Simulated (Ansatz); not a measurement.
Here is an unrelaxed guess for Al₂GaP₂.

```cif
data_structure
_symmetry_space_group_name_H-M 'P 1'
_symmetry_Int_Tables_number 1
_cell_length_a 3.8679
_cell_length_b 3.8679
_cell_length_c 6.7795
_cell_angle_alpha 90.000
_cell_angle_beta 90.000
_cell_angle_gamma 90.000
_cell_volume 101.43
loop_
_atom_site_label
_atom_site_type_symbol
_atom_site_fract_x
_atom_site_fract_y
_atom_site_fract_z
_atom_site_occupancy
Al1 Al 0.00000 0.00000 0.47736 1
Al2 Al 0.50000 0.50000 0.13655 1
Ga1 Ga 0.50000 0.50000 0.40326 1
P1 P 0.00000 0.00000 0.05191 1
P2 P 0.50000 0.50000 0.85074 1
```

Theory: DFT PBE, scalar-relativistic, plane waves, PAW (Ansatz 0.2.0). Plane waves to 420 eV, a k mesh through Γ of 4×4×4 on the computed 5-atom cell and Gaussian smearing (0.10 eV); no spin polarisation.

Energies over the elements count from the elements' standard structures at the same level, with no fitted energy shifts. The references include black phosphorus.

Problem. How far from equilibrium is it?

Solution. The pressure is 14.4 GPa (the mean over three directions, positive in compression), the largest force is 14.97 eV/Å, and the energy is +1.42 eV/atom against the elements. The shortest distance is 1.81 Å.

Problem. How much does it gain on relaxing, and where does it end?

Solution. Relaxing gains about 1.3 eV/atom (the start's value is from the coarse mesh, so the gain is rough) in 27 ionic steps and ends at +0.10 eV/atom on the finer mesh. The symmetry stays P4mm (No. 99). The volume per atom shrinks by 1.4 %, from 20.3 to 20.0 Å³. The shortest distance goes from 1.81 Å (Al–Ga) to 2.31 Å (Ga–P). The ratio c/a of the conventional cell changes by a factor of 1.49. Conventional cell: a = 3.373 Å, c = 8.785 Å. Al on its first site has 1 P at 2.33 Å and 4 Ga at 2.66 Å; Ga has 1 P at 2.31 Å and 4 Al at 2.66 Å; P on its first site has 5 Al at 2.33–2.46 Å; 2 more sites not described.

The last run used a 12×12×4 mesh (in the run's order of axes) for its 5-atom cell and Gaussian smearing of 0.10 eV. An odd number of electrons in the primitive cell allows no gap without spin; a larger cell or a magnetic state could open one. The cell is a metal run without spin; a magnetic state may lie lower. The reference form of P is held partly by dispersion forces, which this level lacks. The relaxation can't lower the symmetry of the start. Symmetry constrained the relaxation, so the result can be a saddle point. Another cell of Al2GaP2 relaxed alike, in P-3m1, lies 266 meV/atom lower, so this cell isn't the stable form at this level.
